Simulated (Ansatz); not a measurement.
With PBEsol (plane waves, PAW; program Ansatz), Ta$_{2}$SiN in the hexagonal phase (P6_3/mmc; Si on 2d, Ta on 4f, N on 2a) relaxes to a = 3.192 Å, c = 12.080 Å. Si has 6 nearest neighbours from 2.63 Å (trigonal prismatic); N has 6 nearest neighbours from 2.17 Å (octahedral). Its formation energy from the elements is -0.71 eV/atom, with no fitted shifts.

Electronic character: metallic (no gap).

The relaxed-ion elastic constants in GPa are C11 = 292, C12 = 199, C13 = 214, C33 = 362, C44 = 185. The elastic constants imply a Debye temperature near 372 K.

The start of the workflow was typed in or built on a structure type; neither database checked (COD, Materials Project) lists it. Its standing as an ambient phase is unchecked. The PBEsol relaxation kept the symmetry of its start; whether a distortion lowers the energy is not shown. No spin polarisation was allowed. As this level gives no gap, shear constants depend on the k-mesh and smearing (Fermi–Dirac, 0.1 eV here). On the denser mesh and wider smearing of the elastic run this cell carries a stress of 0.4 GPa. The references are the lowest solids computed at this level, not always the standard phases (solids in place of the gases). Spin–orbit coupling is left out wherever it is not named.

Potentials: the earlier of the program's two PAW sets. The files were generated under PBE; for other functionals the program regenerates the frozen cores, and for LDA and PBEsol the local potential too.
